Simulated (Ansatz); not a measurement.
Molecular dynamics on a 1×1×1 supercell (4 atoms) of Si3Ge (ordering on diamond), relaxed with r2SCAN. Forces come from r2SCAN in the plane-wave code Ansatz: Langevin thermostat and barostat (NPT), 800 K, steps of 1 fs. Spin polarisation is off, nuclei are classical, and the run is far too short for thermal averages. The structure comes from a prototype and may be hypothetical.

```yaml
crystal:
  lattice:
    - [1.9426527489, 1.1215910875, 6.3409676215]
    - [-1.9426527489, 1.1215910875, 6.3409676215]
    - [0.0, -2.243182175, 6.3409676214]
  atoms:
    - { symbol: Si, position: [1.0013363433, 0.0013363433, 0.0013363433] }
    - { symbol: Si, position: [0.4987055952, 0.4987055952, 0.4987055952] }
    - { symbol: Si, position: [0.3750071689, 0.3750071689, 0.3750071689] }
    - { symbol: Ge, position: [0.8749508926, 0.8749508926, 0.8749508926] }
kpoints:
  mp_grid: { grid: [4, 4, 4] }
hamiltonian:
  xc: r2scan
scf:
  occupations: { method: fermi_dirac, width: 0.069 }
md:
  ensemble: npt_langevin
  temperature: 800
  timestep: 1.0
  n_steps: 30
  initial_velocities: maxwell_boltzmann
  seed: 6318
```

Command: `ansatz run input.yaml --threads 4 --pin off --max-ram 3686MiB --backend cpu --events-out ev --progress --plain --runs-dir out`.

**Question.** How do temperature and energy develop?

**Answer.** The temperature starts at 600 K, is lowest at step 16 (377 K, 16 fs) and ends at 661 K. The atoms start on their lattice sites with kinetic energy alone, so much of it first passes into potential energy. The first value is 3/4 of the setting, since velocities are drawn without the motion of the centre of mass and T is counted over all atoms.
```tsv
step	t (fs)	T (K)	free energy F from step 0 (meV/atom)	kinetic energy (meV/atom)	pressure (GPa)	volume (Å³/atom)	largest force (eV/Å)
0	0	600	0.0	77.6	0.62	20.72	0.02
1	1	608	0.3	78.6	0.61	20.73	0.14
2	2	674	1.3	87.1	0.63	20.74	0.29
3	3	620	3.1	80.1	0.61	20.74	0.43
4	4	606	5.4	78.3	0.64	20.73	0.56
5	5	643	8.1	83.1	0.69	20.73	0.67
6	6	630	11.2	81.4	0.70	20.74	0.77
7	7	558	14.5	72.1	0.67	20.74	0.85
8	8	602	18.1	77.8	0.73	20.74	0.95
9	9	635	22.2	82.1	0.81	20.74	1.08
10	10	594	26.8	76.7	0.85	20.74	1.21
11	11	533	31.5	68.9	0.91	20.72	1.35
12	12	491	36.0	63.5	1.04	20.70	1.47
13	13	512	40.2	66.1	1.19	20.68	1.58
14	14	491	44.1	63.4	1.26	20.66	1.67
15	15	483	47.6	62.5	1.34	20.65	1.75
16	16	377	50.7	48.7	1.40	20.62	1.82
17	17	399	53.3	51.5	1.57	20.59	1.86
18	18	424	55.4	54.8	1.72	20.56	1.88
19	19	456	56.5	58.9	1.84	20.53	1.88
20	20	418	56.7	54.1	1.93	20.50	1.87
21	21	451	56.6	58.3	2.11	20.46	1.85
22	22	432	56.3	55.8	2.24	20.43	1.83
23	23	461	55.7	59.6	2.38	20.39	1.81
24	24	528	55.0	68.2	2.54	20.36	1.79
25	25	511	54.4	66.0	2.64	20.33	1.77
26	26	514	53.8	66.5	2.74	20.30	1.75
27	27	531	53.8	68.6	2.85	20.27	1.73
28	28	503	54.4	65.1	2.95	20.24	1.71
29	29	616	55.3	79.6	3.15	20.21	1.70
30	30	661	56.1	85.4	3.28	20.19	1.67
```

Positions (Å) and forces (eV/Å) at step 30:
```
cell (Å): 1.926 1.112 6.286; -1.926 1.112 6.286; 0.000 -2.224 6.286
Si   1.785   1.140   6.373     0.495  -0.603  -0.559
Si   0.006  -0.015   9.343     0.914  -0.483   1.313
Si  -0.111  -0.010   7.067    -0.342   0.560  -0.015
Ge   0.116  -0.073  16.571    -1.067   0.525  -0.739
```

Where bands overlap the cell is a metal at that level, and these k meshes limit energies, forces and stress. Overlaps of a few tenths of an eV in semilocal functionals can be an artefact that a hybrid or GW lifts.
